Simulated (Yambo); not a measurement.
Yambo run on BaO (NiAs type, space group P6_3/mmc, No. 194). The wavefunctions are LDA (pw.x of Quantum ESPRESSO, ONCV potentials, no spin-orbit coupling) ones on a 6×6×2 mesh (16 occupied bands); a = b = 3.700 Å, c = 6.466 Å, α = β = 90.00°, γ = 120.00°.

Yambo input:

```
rim_cut
gw0
dyson
el_el_corr
HF_and_locXC
ppa
em1d
RandQpts= 1000000
RandGvec= 1 Ry
EXXRLvcs= 84 Ry
VXCRLvcs= 336 Ry
Chimod= "HARTREE"
% BndsRnXp
 1 | 31 |
%
NGsBlkXp= 7 Ry
% LongDrXp
 1.0 | 1.0 | 1.0 |
%
PPAPntXp= 27.2114 eV
% GbndRnge
 1 | 31 |
%
GTermKind= "BG"
DysSolver= "n"
ExtendOut
% QPkrange
 7 | 7 | 16 | 17 |
 14 | 14 | 16 | 16 |
%
```

k points by index: 7 = M, 14 = H.

Table of the .qp output:

```
#    K-point    Band    Eo [eV]    E [eV]    E-Eo [eV]    Vxc [eV]    Vnlxc [eV]    Sc|Eo [eV]    Sc|E [eV]    dSc/dw|Eo [eV]    Re(Z)    Im(Z)
#
    7    16    -0.021501    -0.315186    -0.293685    -18.66433    -23.55747    4.504369    4.599462    -8.803470    0.755554    -0.002139
    7    17    2.372743    3.933574    1.560831    -9.837686    -5.174310    -2.833407    -3.102545    -4.691726    0.852937    -0.001200
    14    16    0.000000    -0.313584    -0.313584    -18.70270    -23.60823    4.490277    4.591942    -8.815146    0.755309    -0.002146
```
(The two width columns are left out.) Convergence of these settings isn't established.

Geometry relaxed with LDA.

This is not the ordinary phase of the substance; no match was found in the copy of COD used, and its stability was not checked.
